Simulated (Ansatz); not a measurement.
## Mg2MnCr3S8, one structure, two calculations

Cell: a Materials Project structure (computed, not necessarily an observed phase), atoms as given.

```cif
data_Mg2MnCr3S8
_symmetry_space_group_name_H-M 'R-3m:H'
_symmetry_Int_Tables_number 166
_cell_length_a 7.2520
_cell_length_b 7.2520
_cell_length_c 17.7028
_cell_angle_alpha 90.000
_cell_angle_beta 90.000
_cell_angle_gamma 120.000
loop_
_atom_site_label
_atom_site_type_symbol
_atom_site_symmetry_multiplicity
_atom_site_Wyckoff_symbol
_atom_site_fract_x
_atom_site_fract_y
_atom_site_fract_z
Mg Mg 6 c 0.0000 0.0000 0.8757
Mn Mn 3 b 0.0000 0.0000 0.5000
Cr Cr 9 e 0.1667 0.3333 0.3333
S7 S 6 c 0.0000 0.0000 0.7365
S8 S 18 h 0.8495 0.6991 0.4106
```

One atom of each set is listed; the run and its k-mesh use a cell of 14 atoms with edges of 7.24, 7.24, 7.24 Å.

First run. The numbers come from a DFT calculation in Ansatz (PBE, plane waves and PAW, scalar-relativistic, collinear spin, 420 eV cutoff, Γ-centred 5×5×5 k-points, Fermi–Dirac smearing 0.02 eV). Start moments as typed (μB): 4 on each Mn, 3 on each Cr, none on the rest.

```tsv
site	V_zz (10²¹ V/m²)	η	m (μB)
Mg	-0.080	0.00	0.02
Mn	-0.93	0.00	3.67
Cr	-1.05	0.61	2.71
S7	-0.49	0.00	-0.06
S8	-0.63	0.45	-0.04
```

Second run. The same atoms and settings, except that the mesh is 6×6×6 and the Fermi–Dirac smearing is 0.05 eV.

(1) What does the second run give?

Results:

(1) 

```json
{"site": "Mg", "V_zz": "-0.083", "η": "0.00", "change of V_zz": "0.00", "m (μB)": "0.02"}
{"site": "Mn", "V_zz": "-0.94", "η": "0.00", "change of V_zz": "-0.01", "m (μB)": "3.67"}
{"site": "Cr", "V_zz": "-1.05", "η": "0.60", "change of V_zz": "0.00", "m (μB)": "2.71"}
{"site": "S7", "V_zz": "-0.50", "η": "0.00", "change of V_zz": "-0.01", "m (μB)": "-0.06"}
{"site": "S8", "V_zz": "-0.61", "η": "0.38", "change of V_zz": "+0.02", "m (μB)": "-0.04"}
```

No V_zz moves by more than 0.03.

Semilocal functionals can leave a metal where correlation in the d or f shell opens a gap in the real compound, and that would change the values at and beside Cr and Mn. All moments are parallel here, as the start or the cell imposes; many such compounds order antiparallel, where fields and spin densities carried over to other atoms largely cancel. The magnetic order is the one that the run reached from its start moments, not necessarily the measured one.
For the second run: The program didn't check the stability of this electronic state in full, so a lower one may lie near.
